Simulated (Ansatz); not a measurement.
⁵⁷Fe Mössbauer parameters in FePt

Cell: an entry of the Crystallography Open Database (COD), whose atoms a relaxation with PBE at fixed cell left in place.

```yaml
crystal:
  lattice:
    - [2.72350, 0.00000, 0.00000]
    - [0.00000, 2.72350, 0.00000]
    - [0.00000, 0.00000, 3.72000]
  atoms:
    - { symbol: Fe, position: [0.00000, 0.00000, 0.00000] }
    - { symbol: Pt, position: [0.50000, 0.50000, 0.50000] }
```

Sites (sets of like atoms) are named by element and the number of their first atom in this list.

Computed with Ansatz: DFT, PBE, plane waves and PAW, scalar-relativistic, collinear spin, 420 eV cutoff, Γ-centred 12×12×9 k-points, Fermi–Dirac smearing 0.05 eV. Start moments as typed (μB): 3 on each Fe, none on the rest.

Isomer shifts (against α-Fe) follow from the electron density at the nucleus, δ = α(ρ − ρ₀), with α = -0.366 mm s⁻¹ a₀³ and ρ₀ = 14904.00 a₀⁻³ from a line fitted to 10 measured compounds at this level of theory (rms miss 0.11 mm/s). ΔE_Q = ½eQV_zz(1 + η²/3)^½ with Q = 0.160 b for the 14.4 keV state. B_c is the Fermi-contact field along the atom's own moment; orbital and dipolar fields are not included.

Question: Where do the absorption lines lie when the magnetic splitting is averaged out (above the ordering temperature, with the gradients of this state)?

Answer: Fe (1 atom a cell): δ = 0.32, |ΔE_Q| = 0.33 mm/s, a doublet at 0.16 and 0.49 mm/s.

Question: And the six lines of Fe from the contact field alone, leaving the quadrupole term aside?

Answer: With |B_c| = 25.3 T and nuclear moments 0.090604 and -0.15532 μN the lines lie at -3.76, -2.04, -0.32, 0.97, 2.69, 4.41 mm/s, in the ratio 3:2:1:1:2:3 for a powder.

With no gap above 0.1 eV, as in a metal, the gradients converge slowly in k; expect changes of a tenth or more on a denser mesh. Without spin–orbit coupling the gradients at and beside Pt can be off by some per cent, at some sites by more. With these PAW files V_zz is typically within 2 to 3 % of all-electron values, but misses above 10 % occur on Fe. The magnetic order is the one that the run reached from its start moments, not necessarily the measured one. Semilocal functionals underestimate the core's spin polarisation, so contact fields of ionic iron come out too small in magnitude.

The relaxation (1 step) took 18 s of wall time (18 s of CPU time) and 0.53 GiB at its peak, on 1 thread of Arm Neoverse V2 (aarch64; 28 cores open to the job, memory cap 3.0 GiB, no GPU), a shared host with a load of 0.8 a core.
